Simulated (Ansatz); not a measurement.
# Structure search: one LuPdO2 candidate

Method: DFT PBE, scalar-relativistic, plane waves, PAW in Ansatz. Cutoff 420 eV, Gaussian smearing, Γ-centred meshes. Cell and atoms relax first on a coarse mesh and then on a finer one. In between, the cell is made exact in the group found at 0.06 Å. In metals the finer mesh still leaves noise of several meV/atom or more. The steps can't lower the symmetry of their start. No spin polarisation in the relaxation; trial moments died out in a coarse test.

The guess for LuPdO2 was made by a generator: random cell by space group and Wyckoff sites (P6/mmm, No. 191). Its size is a rough estimate.

Space group P6/mmm (No. 191). a = 3.342 Å, b = 3.342 Å, c = 5.940 Å, α = 90.00°, β = 90.00°, γ = 120.00°
```tsv
atom	site	symmetry	x	y	z
Lu	1a	6/mmm	0.0000	0.0000	0.0000
Pd	1b	6/mmm	0.0000	0.0000	0.5000
O	2d	-6m2	0.3333	0.6667	0.5000
```

Formation energies are uncorrected and refer to the elements' standard structures at the same level (O₂ as a molecule).

Task: Which structure results?

Result: The symmetry stays P6/mmm (No. 191). The volume per atom grows by 16.4 %, from 14.4 to 16.7 Å³. The shortest distance goes from 1.93 Å (Pd–O and O–O) to 2.17 Å (Pd–O and O–O). The ratio c/a of the conventional cell changes by a factor of 0.82. The energy falls by about 0.61 eV/atom (the start's value is from the coarse mesh). Conventional cell: a = 3.753 Å, c = 5.480 Å. Lu has 2 Pd at 2.74 Å; Pd has 6 O at 2.17 Å and 2 Lu at 2.74 Å; O is surrounded by 3 Pd at 2.17 Å and 3 O at 2.17 Å.

```cif
data_structure
_symmetry_space_group_name_H-M 'P 1'
_symmetry_Int_Tables_number 1
_cell_length_a 3.7530
_cell_length_b 3.7530
_cell_length_c 5.4802
_cell_angle_alpha 90.000
_cell_angle_beta 90.000
_cell_angle_gamma 120.000
_cell_volume 66.85
loop_
_atom_site_label
_atom_site_type_symbol
_atom_site_fract_x
_atom_site_fract_y
_atom_site_fract_z
_atom_site_occupancy
Lu1 Lu 0.00000 0.00000 0.00000 1
Pd1 Pd 0.00000 0.00000 0.50000 1
O1 O 0.33333 0.66667 0.50000 1
O2 O 0.66667 0.33333 0.50000 1
```

Task: Give its energy and gap.

Result: The formation energy is +0.09 eV/atom and the gap on the 12×12×10 mesh of the 4-atom cell is 0 eV (a metal).

It can't be a ground state, since the elements alone are lower.

The last run used Gaussian smearing of 0.10 eV. An odd number of electrons in the primitive cell allows no gap without spin; a larger cell or a magnetic state could open one. Symmetry constrained the relaxation, so the result can be a saddle point. Another cell of LuPdO2 relaxed alike, in P4/mmm, lies 1.97 eV/atom lower, so this cell isn't the stable form at this level.
